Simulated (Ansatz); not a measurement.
Si3Sn, ordered on the diamond lattice (P-4m2) with 4 atoms a cell, relaxed with r2SCAN. It is tetragonal, P-4m2 (No. 115); a = 4.038 Å, c = 5.749 Å in the conventional setting, 23.43 Å³ an atom. Si has 2 Si at 2.40 Å and 2 Sn at 2.56 Å; Si has 4 Si at 2.40 Å; Sn has 4 Si at 2.56 Å.

```cif
data_structure
_symmetry_space_group_name_H-M 'P-4m2'
_symmetry_Int_Tables_number 115
_cell_length_a 4.0376
_cell_length_b 4.0376
_cell_length_c 5.7486
_cell_angle_alpha 90.000
_cell_angle_beta 90.000
_cell_angle_gamma 90.000
_cell_volume 93.72
loop_
_atom_site_label
_atom_site_type_symbol
_atom_site_symmetry_multiplicity
_atom_site_Wyckoff_symbol
_atom_site_fract_x
_atom_site_fract_y
_atom_site_fract_z
_atom_site_occupancy
Si1 Si 2 g 0.50000 0.00000 0.77460 1
Si2 Si 1 b 0.50000 0.50000 0.00000 1
Sn1 Sn 1 d 0.00000 0.00000 0.50000 1
```

The questions ask for values computed with the plane-wave code Ansatz on this geometry. No magnetic order. The prototype was imposed, so other structures may be more stable.

Q: What gap does r2SCAN give, and where are the band edges?

A: The r2SCAN gap is indirect, 0.40 eV (Γ to M), below the direct gap of 0.68 eV at Γ.

Q: How does the gap change from r2SCAN to PBE+SOC (6×6×4)?

A: With PBE+SOC the valence top lies at Γ and the conduction bottom at M, 0.16 eV higher; the smallest vertical gap, at Γ, is 0.43 eV. Spin-orbit coupling itself accounts for -0.07 eV. The gap differs by -0.24 eV from r2SCAN's.

Q: Estimate the gap with HSE06 on 4×4×4.

A: With HSE06 the valence top lies at Γ and the conduction bottom at M, 0.76 eV higher; the smallest vertical gap, at Γ, is 1.04 eV. The gap differs by +0.36 eV from r2SCAN's.

Q: How does the gap change from r2SCAN to PBE0 (4×4×4)?

A: PBE0 gives an indirect gap of 1.39 eV, from Γ to M; the least direct gap is 1.69 eV at Γ. The gap differs by +0.99 eV from r2SCAN's.

Q: Roughly how does the cost of the PBE0 run (4×4×4) compare with r2SCAN's (6×6×4)?

A: About 11 times as much (2.1 core-minutes against 11 core-seconds, on a shared machine).

Q: How do the levels compare, in gap and in cost?

A: r2SCAN covers 32 % of the step from PBE to HSE06, while HSE06 needs about 12 times r2SCAN's cost (on a coarser mesh). Spin-orbit coupling moves the least or the direct gap by up to 0.07 eV, so it is at the margin where a tenth of an eV counts. Among these functionals the gap stays indirect.

Only the levels marked +SOC include spin-orbit coupling.

The meshes of the hybrids are coarse, so their gaps aren't converged to the digits shown.
